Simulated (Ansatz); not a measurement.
**Profile along the Pt–Pt line in Pt (fcc, Cu type)**

Pt (fcc, Cu type)

```cif
data_Pt4
_chemical_formula_sum 'Pt4'
_space_group_name_H-M_alt 'Fm-3m'
_space_group_IT_number 225
_space_group_name_Hall '-F 4 2 3'
_cell_length_a 3.94027
_cell_length_b 3.94027
_cell_length_c 3.94027
_cell_angle_alpha 90.000
_cell_angle_beta 90.000
_cell_angle_gamma 90.000
loop_
_atom_site_label
_atom_site_type_symbol
_atom_site_symmetry_multiplicity
_atom_site_Wyckoff_symbol
_atom_site_fract_x
_atom_site_fract_y
_atom_site_fract_z
_atom_site_occupancy
Pt1 Pt 4 a 0.00000 0.00000 0.00000 1
```
(The calculation used a cell of 1 atom; values per cell refer to that cell.)

Fields along a shortest Pt–Pt line of a {100} plane (2.79 Å), from Pt to Pt, interpolated on the slice's grid (step about 0.1 Å). The numbers are results of r2SCAN (plane waves to 500 eV, PAW, scalar-relativistic; Ansatz, an electronic-structure program), not measurements. k mesh 20×20×20. Near the nuclei the fields are pseudised (PAW); where an atom keeps semicore shells as valence, they peak there. Pt is run without spin polarisation. Pt was relaxed with its symmetry unable to fall. Spin-orbit coupling is left out, though Pt is heavy.

| distance from Pt (Å) | valence electron density (e/Å³) | electron localisation function |
|---|---|---|
| 0.00 | 11.87 | x |
| 0.28 | 10.37 | x |
| 0.56 | 5.92 | 0.63 |
| 0.84 | 1.81 | 0.44 |
| 1.12 | 0.55 | 0.28 |
| 1.40 | 0.37 | 0.28 |
| 1.67 | 0.55 | 0.28 |
| 1.95 | 1.81 | 0.44 |
| 2.23 | 5.92 | 0.63 |
| 2.51 | 10.37 | x |
| 2.79 | 11.87 | x |

x: too close to a nucleus for the ELF to mean much.

Density on the Pt–Pt line (2.79 Å) at its midpoint: 0.37 e/Å³. ELF at that point: 0.28.
